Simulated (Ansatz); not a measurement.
CaO:
```xyz
4
Lattice="3.9089 0.0000 0.0000 -1.9544 3.3852 0.0000 0.0000 0.0000 4.6835" Properties=species:S:1:pos:R:3 pbc="T T T"
Ca     0.0000     2.2568     3.5126
Ca     1.9544     1.1284     1.1709
O      0.0000     2.2568     1.1709
O      1.9544     1.1284     3.5126
```

Relaxed with LDA.

### Question
Give the optical modes at the zone centre with their infrared and Raman activity from DFPT, LDA (plane waves, PAW; program Ansatz).

### Answer
Transverse frequencies, without the LO–TO term; a row sums one degenerate level.

```
ω (cm⁻¹)  degeneracy  IR ((D/Å)²/amu)  Raman (Å⁴/amu)  activity  symmetry
--------  ----------  ---------------  --------------  --------  --------
203                2             0.00               0    silent       E2g
296                1            22.68               0        IR       A2u
313                1             0.00               0    silent       B1g
374                1             0.00               0    silent       B1g
393                2             0.00              31     Raman       E2g
399                2            34.25               0        IR       E1u
```

### Question
How high does the top mode go among those that the LO–TO term moves?

### Answer
577 cm⁻¹ for q along x, 577 cm⁻¹ for q along y, 558 cm⁻¹ for q along z.

Space group P6_3/mmc. The first step of the workflow began from a Materials Project structure, measured or hypothetical; the Crystallography Open Database copy checked does not list it. It is not the phase usual at ambient conditions (space group No. 225). The LDA relaxation kept the symmetry of its start; phonons on a q-mesh show no instability.

Potentials: the later of the program's two PAW sets.
